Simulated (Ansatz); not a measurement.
## InP, a database entry at a rescaled volume

```
P In
1.0
     0.00000    2.96466    2.96466
     2.96466    0.00000    2.96466
     2.96466    2.96466    0.00000
P In
1 1
Cartesian
  1.4823 1.4823 1.4823
  0.0000 0.0000 0.0000
```

The numbers come from plane-wave PAW DFT (Ansatz): PBE, no spin polarisation, 420 eV, 8×8×8 Γ-centred k points, fermi-dirac occupations (width 0.0429 eV). Nothing was relaxed.

Question: Is the cell too large or too small?

Answer: The pressure is 0.9 GPa (compression positive), so with the atoms held at these fractions the cell would first expand.

Question: What is the formation energy?

Answer: -0.24 eV an atom against the elements' usual phases (free molecules for gases, crystals otherwise, with no correction for O₂ or N₂), so it is bound against them; other compounds may still compete. Relaxing would lower it.

Question: How is the charge shared?

Answer: Bader charges in e: In +0.88, P -0.88. In the mean In gives up most and P takes most.

Question: What is the band gap?

Answer: The gap is 0.53 eV, direct at the points sampled. A semilocal functional usually gives too small a gap.

Origin: a database entry at a rescaled volume.
